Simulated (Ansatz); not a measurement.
Fe: from a starting cell to a relaxed one

The start is a relaxed Fe cell, doubled along one cell vector, shaken by Gaussian noise of σ = 0.08 Å a coordinate. The cell and all atomic positions are relaxed at zero pressure with r2SCAN (plane waves to 500 eV, PAW, scalar-relativistic; Ansatz, a program for electronic structure). The first steps use a coarse 16×16×8 k-mesh.

Input geometry:
```
CELL_PARAMETERS angstrom
     -1.43248     1.43248     1.43248
      1.43248    -1.43248     1.43248
      2.86495     2.86495    -2.86495
ATOMIC_POSITIONS crystal
  Fe 0.04400 0.03420 0.05340
  Fe 0.99584 0.98749 0.54091
```
Spin-polarised start, with parallel moments on Fe.

### Question
By how much does the energy per atom fall from start to end?

### Answer
0.02 eV/atom.

### Question
Does it find its way back to the structure it was made from?

### Answer
It returns to the parent structure, Im-3m (No. 229).

### Question
How do the shortest distances between atoms change?

### Answer
The closest pairs of elements (up to four, under 3.6 Å), start → end: Fe–Fe 2.38 → 2.48 Å.

### Question
What band gap does the relaxed structure have at this level?

### Answer
Zero (metallic).

### Question
What magnetic moments remain?

### Answer
Net 2.64 μB/atom, ferromagnetic.

It ends as:

Space group Im-3m (No. 229); a = b = c = 2.865 Å, α = β = γ = 90.00°

```csv
atom,site,symmetry,x,y,z
Fe,2a,m-3m,0.0000,0.0000,0.0000
```
(The calculation used a cell of 1 atom; values per cell refer to that cell.)

Final values are on a 23×23×23 k-mesh of the relaxed cell. Spin state reached: ferromagnetic (net 2.64 μB/atom), from parallel starting moments; other spin orders were not run from this start. r2SCAN tends to overstate moments in metals.

The run could not lose the symmetry of its start.
